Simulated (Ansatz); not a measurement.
Computed properties of TaN

```xyz
6
Lattice="5.1960 0.0000 0.0000 -2.5980 4.4999 0.0000 0.0000 0.0000 2.9110" Properties=species:S:1:pos:R:3 pbc="T T T"
Ta    0.0000    2.9999    1.4555
Ta    2.5980    1.5000    1.4555
Ta    0.0000    0.0000    0.0000
N     2.0412    0.0000    0.0000
N     1.5774    2.7321    0.0000
N    -1.0206    1.7678    0.0000
```

Atom numbers follow the list: Ta1, Ta2, Ta3, N4, N5, N6.

The conventional cell has a = 5.196 Å, b = 5.196 Å, c = 2.911 Å, α = 90.00°, β = 90.00°, γ = 120.00°. Around Ta (atom 1) lie 6 N at 2.16 Å. Ta (atom 3) has 3 N at 2.04 Å as nearest neighbours. N (atom 4) has 5 Ta at 2.04 to 2.16 Å as nearest neighbours.

The geometry is COD entry 2106407, unchecked; take it as a test cell.

No spin–orbit coupling, which matters for the heavy atoms here.

All numbers are computed: DFT, PBEsol, all-electron LAPW, scalar-relativistic (Ansatz 0.2.0); DFT, PBEsol, PAW with Ansatz's default frozen-core files, scalar-relativistic (Ansatz 0.2.0).

For LAPW: a Γ-centred 6×6×9 k mesh, Fermi–Dirac smearing of 0.01 eV, basis error target 1 meV/atom, no spin polarisation. PAW takes a cutoff of 420 eV at this cell (files made with PBE, cores remade for this functional). The Ansatz runs share mesh, smearing and spin set-up. Values come from LAPW unless marked.

| Property | Result |
| --- | --- |
| Pressure at this cell | -3.79 GPa |
| Bader charges (from the PAW run) | Ta1 +1.84, Ta3 +1.26, N4 -1.65 e |
| Band gap | none: bands cross the Fermi level, a metal |
| Löwdin charges (with 0.27 e of the cell spilling out of the atomic basis, so their sizes and signs hang on that basis) | Ta1 0.82, Ta3 0.59, N4 -0.65 e |
| Density of states at the Fermi level (0.2 eV bin) | 0.54 states/eV per cell |
| Volume per atom | 11.34 Å³ |

Question: Predict this quantity. Stress xx, yy, zz (compression positive).

Answer: -3.37, -3.37, -4.64 GPa.

Question: Largest force: what does the calculation give?

Answer: 0.009 eV/Å on N4.
